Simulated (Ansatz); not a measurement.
Space group Pm-3m (No. 221). a = 3.116 Å, b = 3.116 Å, c = 3.116 Å, α = 90.00°, β = 90.00°, γ = 90.00°
```csv
atom,site,symmetry,x,y,z
Zn,1b,m-3m,0.5000,0.5000,0.5000
Ag,1a,m-3m,0.0000,0.0000,0.0000
```

Equation of state of this ZnAg structure (not necessarily the ground state), with shape and atoms relaxed at each volume where symmetry leaves them free. It has no gap at any of these volumes. Theory: DFT PBEsol, scalar-relativistic, plane waves, PAW (Ansatz).

Settings: cutoff 420 eV, Γ-centred mesh 14×14×14 on the computed 2-atom cell, Gaussian smearing of 0.10 eV; no spin polarisation.

| V (Å³/atom) | E − E(largest V) (meV/atom) | P (GPa) |
| --- | --- | --- |
| 13.317 | 58.83 | 20.93 |
| 13.771 | 9.45 | 14.13 |
| 14.225 | -22.37 | 8.51 |
| 14.679 | -39.65 | 3.85 |
| 15.133 | -44.91 | 0.01 |
| 15.587 | -40.24 | -3.17 |
| 16.041 | -27.37 | -5.77 |
| 16.646 | 0.00 | -8.52 |

Q: Fit a third-order Birch–Murnaghan equation to E(V).

A: V0 = 15.13 Å³/atom, B0 = 116 GPa, B0' = 5.4.